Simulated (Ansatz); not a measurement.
Here is the system:

PbO₂:
```cif
data_O4Pb2
_chemical_formula_sum 'Pb2 O4'
_space_group_name_H-M_alt 'P 1'
_space_group_IT_number 1
_cell_length_a 4.98631
_cell_length_b 4.98631
_cell_length_c 3.40334
_cell_angle_alpha 90.000
_cell_angle_beta 90.000
_cell_angle_gamma 90.000
loop_
_space_group_symop_operation_xyz
  'x, y, z'
loop_
_atom_site_label
_atom_site_type_symbol
_atom_site_fract_x
_atom_site_fract_y
_atom_site_fract_z
_atom_site_occupancy
Pb1 Pb 0.00000 0.00000 0.00000 1
Pb2 Pb 0.50000 0.50000 0.50000 1
O1 O 0.30729 0.30729 0.00000 1
O2 O 0.19271 0.80729 0.50000 1
O3 O 0.69271 0.69271 0.00000 1
O4 O 0.80729 0.19271 0.50000 1
```

This is the r²SCAN-relaxed structure.

### Question
All from r²SCAN in the plane-wave PAW code Ansatz, unless another level is named. Predict the electronic character.

### Answer
metallic (no gap).

### Question
Predict the formation energy from the elements (no fitted shifts).

### Answer
-0.94 eV/atom.

### Question
Give the density of states at the Fermi level.

### Answer
0.04 states/eV per atom (mean over ±0.08 eV).

### Question
What about the gap with spin–orbit coupling?

### Answer
none (metallic).

Space group P4_2/mnm (rutile). The r²SCAN relaxation kept the symmetry of its start; of distortions, only those at the zone centre were tested. A small band overlap can be real or an error of a semilocal functional. The references are the lowest solids computed at this level, not always the standard phases (solids in place of the gases). Scalar-relativistic: spin–orbit coupling is off unless named, which matters more the heavier the elements.

Potentials: the later of the program's two PAW sets.
